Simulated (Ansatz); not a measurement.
KZnF3 (cubic perovskite)

```
KZnF3
1.0
    4.05234     0.00000     0.00000
    0.00000     4.05234     0.00000
    0.00000     0.00000     4.05234
K Zn F
1 1 3
Direct
  0.00000   0.00000   0.00000
  0.50000   0.50000   0.50000
  0.00000   0.50000   0.50000
  0.50000   0.00000   0.50000
  0.50000   0.50000   0.00000
```

The slice is a {110} plane (indices of the conventional cell) through the point (0.000, 0.000, 0.000) (fractional), spanned by u = [100] and v = [011] in vectors of this cell: u (4.05 Å) and v (5.73 Å, at 90° to u). It covers one period; positions are fractions (u, v).

Level of theory: PBEsol (plane waves to 420 eV, PAW, scalar-relativistic; Ansatz, a quantum-chemistry and plane-wave program). k mesh 8×8×8. These are valence fields of a PAW run, semicore shells included where kept as valence: close to a nucleus they are smooth pseudo fields. KZnF3 was relaxed with its symmetry unable to fall.

Problem. What is the valence density on the shortest Zn–F line in this plane (2.03 Å), at its midpoint?

Solution. 0.48 e/Å³.

Problem. What is the ELF at the midpoint of the shortest Zn–F line in this plane (2.03 Å)?

Solution. 0.2.

Problem. Predict the map of the valence electron density on the slice.

Solution. 
```
|66642100012466|
|66532100012356|
|54321111111234|
|32211111111122|
|11111122211111|
|22211222221122|
|44322344432234|
|65433456543345|
|77544578754457|
|87644689864467|
|77544578754457|
|65433456543345|
|44322344432234|
|22211222221122|
|11111122211111|
|32211111111122|
|54321111111234|
|66532100012356|
|66642100012466|
|66643100013466|
```
Scale: ten equal steps from -1.81 (start of '0') to 1.67 (end of '9'), in the order '0123456789'. Values: log₁₀ of the valence density in e/Å³. The map has 14 points along u (one character each, u = 0 at the left) and 20 along v (v = 0 in the bottom row). The scale is logarithmic, as a density can span decades between atoms and voids.
